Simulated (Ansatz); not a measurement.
Base run

Ansatz input (lattice in Å, positions in fractions of it; a bare `kind: paw` takes the build's default datasets)
```yaml
crystal:
  lattice:
    - [0.0, 2.325, 2.325]
    - [2.325, 0.0, 2.325]
    - [2.325, 2.325, 0.0]
  atoms:
    - { symbol: Hf, position: [0.0074496809, 0.0074496809, 0.0074496809] }
    - { symbol: C, position: [0.5, 0.5, 0.5] }
kpoints:
  mp_grid: { grid: [4, 4, 4] }
hamiltonian:
  xc: hse06
  pseudopotentials: { kind: paw }
scf:
  occupations: { method: fermi_dirac, width: 0.1 }
output:
  forces: true
  stress: true
  eigenvalues: true
```

The calculation used HSE06, plane waves, PAW datasets (generated soft set 1) in Ansatz 0.2.0 development build.

The cutoff used is 420 eV.

The stress includes the program's correction for the finite plane-wave basis.

It gives a pressure of -0.56 GPa and an rms force of 0.055 eV/Å.

Q: What changes with an exchange cutoff ratio of 1?

A: The pressure stays the same within 0.01 GPa, the forces move by 0.2 meV/Å (rms), and the free energy changes by +37.73 meV/atom.

Q: What changes with an exchange cutoff ratio of 2?

A: The pressure is unchanged to within 0.01 GPa, the forces move by 0.0 meV/Å (rms), and the free energy changes by +0.19 meV/atom.

Q: What changes with the regularized exchange singularity in place of the Wigner–Seitz cut?

A: The pressure decreases by 0.04 GPa, the forces move by 1.2 meV/Å (rms), and the free energy changes by -0.99 meV/atom.

The k-mesh is coarse, so these values belong to this mesh and can lie far from the converged ones.
